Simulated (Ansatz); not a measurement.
CrI3 in space group R-3 (No. 148; Cr on 6c, I on 18f) is relaxed with PBE+D3(BJ) (plane waves, PAW; program Ansatz). What lattice parameters of the conventional cell result?

a = 6.818 Å, c = 19.478 Å.

These are the values of the symmetrised cell.

Give the free coordinates with the occupied sites.

In one choice of origin and axes:

```json
[
 {"atom": "Cr", "site": "6c", "symmetry": "3.", "x": "0.0000", "y": "0.0000", "z": "0.3339"},
 {"atom": "I", "site": "18f", "symmetry": "1", "x": "0.0146", "y": "0.3318", "z": "0.2535"}
]
```

Is it a metal or does it have a gap at this level?

A gap of 1.08 eV, indirect.

The cell was relaxed with PBE+D3(BJ) under the symmetry of its start. The final state is ferromagnetic, chosen from 2 collinear starts compared on coarse meshes (ties went to the first, and starts can fall back to one state), not a proven ground state. The volume moved by 16 % from the start of the relaxation. No Hubbard U is applied. Spin–orbit coupling is left out wherever it is not named.

Potentials: the later of the program's two PAW sets.
